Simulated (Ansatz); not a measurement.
Relaxed BP (zinc blende):

```
CELL_PARAMETERS angstrom
      0.00000     4.54847     4.54847
      2.27424     2.27424     4.54847
      2.27424     2.27424     0.00000
ATOMIC_POSITIONS crystal
  P  0.00000 0.75000 0.75000
  P  0.50000 0.75000 0.75000
  B  0.00000 0.00000 0.00000
  B  0.50000 0.00000 0.00000
```

The atoms are displaced by Q × the pattern below (from a DFPT mode at X = (0.5, 0.5, 0.0), largest move 1; Q in Å), at fixed cell. (q is in reciprocal vectors of the primitive cell; the cell shown is doubled to hold the pattern.)

```json
[
 {"atom": "P1", "x": "0.000", "y": "0.000", "z": "1.000"},
 {"atom": "P2", "x": "0.000", "y": "0.000", "z": "-1.000"}
]
```

Atoms not listed stay in place.

The numbers are results of PBE (plane waves to 420 eV, PAW, scalar-relativistic; Ansatz, a program for electronic structure), not measurements. k mesh 12×12×12 (Γ-centred), Fermi-Dirac smearing 0.05 eV. Energies are smeared free energies. BP was relaxed with its symmetry unable to fall. The zero of ΔE is the undisplaced structure.

```
Q (Å)   ΔE (meV/cell)
------  -------------
-0.180           1001
-0.150            699
-0.120            449
-0.090       withheld
-0.060            113
-0.030             28
0.000               0
0.030              28
0.060             113
0.090        withheld
0.120             449
0.150             699
0.180            1001
```

Problem. Fit an even polynomial form (powers 2, 4) to the given rows and predict ΔE at Q = -0.090.

Solution. Least squares on the 11 given rows: ΔE = (31430)·Q² + (-16360)·Q⁴, in meV/cell with Q in Å; root-mean-square residual 0.2 meV/cell. At -0.090 the fit gives 254 meV/cell; the calculation gives 253 meV/cell, so the interpolation is off by 1 (+0.4 %). The quadratic term alone would give 255 meV/cell.

(A displaced cell: forces are minus the slopes of the energy, force constants its curvatures, and phonons follow from these.)
